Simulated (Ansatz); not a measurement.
**Property card for Mg**

Mg:
```
CELL_PARAMETERS angstrom
      1.59388     0.92023     7.71004
     -1.59388     0.92023     7.71004
      0.00000    -1.84045     7.71004
ATOMIC_POSITIONS crystal
  Mg 0.00000 0.00000 0.00000
  Mg 0.22202 0.22202 0.22202
  Mg 0.77798 0.77798 0.77798
```

Space group R-3m (No. 166), 9R (Sm type); conventional cell a = b = 3.188 Å, c = 23.130 Å, α = β = 90.00°, γ = 120.00°.

Method: plane-wave PAW r²SCAN (Ansatz code). Structure relaxed to zero pressure with the same functional. Other levels are named where they apply.

Cell and energy:

- Volume per atom: 22.62 Å³
- Density: 1.78 g/cm³

Electronic structure:

Electronic character: metallic (no gap)
Density of states at the Fermi level: 0.39 states/eV per atom (mean over ±0.08 eV)

Mechanics:

- Bulk modulus (Birch–Murnaghan fit): 39.4 GPa
- Pressure derivative B′: 3.9

The first step of the workflow began from a Materials Project structure, measured or hypothetical; the Crystallography Open Database copy checked does not list it. It is not the phase usual at ambient conditions (space group No. 194). Symmetry was held in the r²SCAN relaxation; its stability against distortions is not shown here. Axis ratios of metals converge slowly with the k-mesh, so a and c are less sure than the volume.

Potentials: the later of the program's two PAW sets.
